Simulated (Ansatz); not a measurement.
Values for one crystal, relaxed and computed with plane-wave PAW r²SCAN (Ansatz code); other levels are named.

```yaml
volume_per_atom: 11.03 Å³
electronic_character: metallic (no gap)
debye_temperature_from_the_elastic_constants: 535 K
Poisson's ratio: 0.25
Formation energy from the elements (no fitted shifts): -0.13 eV/atom
Density of states at the Fermi level: 0.48 states/eV per atom (mean over ±0.08 eV)
hill_bulk_and_shear_moduli: 318 and 190 GPa
```

Task: Which compound is it?
(A) BW, rock salt
(B) ReB2, P6/mmm (Re on 1a, B on 2d)
(C) P2W, Cmc2_1 (P on 4a, P on 4a, W on 4a)
(D) B2Ir, P6/mmm (Ir on 1a, B on 2d)

Result: A, BW, rock salt

Space group Fm-3m (rock salt). The start of the workflow was typed in or built on a structure type; neither database checked (COD, Materials Project) lists it. COD files the formula under space group No. 141. Whether it is the stable phase at ambient conditions was not checked. The cell was relaxed with r²SCAN under the symmetry of its start; whether a distortion lowers the energy is not shown. No spin polarisation was allowed. The volume moved by -19 % from the start of the relaxation. As this level gives no gap, shear constants depend on the k-mesh and smearing (Fermi–Dirac, 0.1 eV here). The references are the lowest solids computed at this level, not always the standard phases. Scalar-relativistic: spin–orbit coupling is off unless named, which matters more the heavier the elements.

Potentials: the earlier of the program's two PAW sets.
